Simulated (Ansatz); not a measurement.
An elastic tensor (GPa, Voigt order, standard axes) from plane-wave PAW r²SCAN (Ansatz code):

```json
[
 {"": "1", "1": "283", "2": "77.7", "3": "92.9", "4": "0.0", "5": "0.0", "6": "0.0"},
 {"": "2", "1": "77.7", "2": "283", "3": "92.9", "4": "0.0", "5": "0.0", "6": "0.0"},
 {"": "3", "1": "92.9", "2": "92.9", "3": "258", "4": "0.0", "5": "0.0", "6": "0.0"},
 {"": "4", "1": "0.0", "2": "0.0", "3": "0.0", "4": "117", "5": "0.0", "6": "0.0"},
 {"": "5", "1": "0.0", "2": "0.0", "3": "0.0", "4": "0.0", "5": "117", "6": "0.0"},
 {"": "6", "1": "0.0", "2": "0.0", "3": "0.0", "4": "0.0", "5": "0.0", "6": "103"}
]
```

### Question
Pick the material that matches.
(A) SrO, P6_3/mmc (Sr on 2d, O on 2c)
(B) C, P6_3/mmc (Pearson symbol hP36)
(C) C, P6_3/mmc (C on 4f, C on 4f, C on 4e)
(D) Zr2AlN, P6_3/mmc (Zr on 4f, Al on 2d, N on 2a)

### Answer
D, Zr2AlN, P6_3/mmc (Zr on 4f, Al on 2d, N on 2a)

The first step of the workflow began from a Materials Project structure, measured or hypothetical; the Crystallography Open Database copy checked does not list it. Whether it is the stable phase at ambient conditions was not checked. The cell was relaxed with r²SCAN under the symmetry of its start; whether a distortion lowers the energy is not shown. The run is not spin-polarised. As this level gives no gap, shear constants depend on the k-mesh and smearing (Fermi–Dirac, 0.1 eV here).

Potentials: the later of the program's two PAW sets.
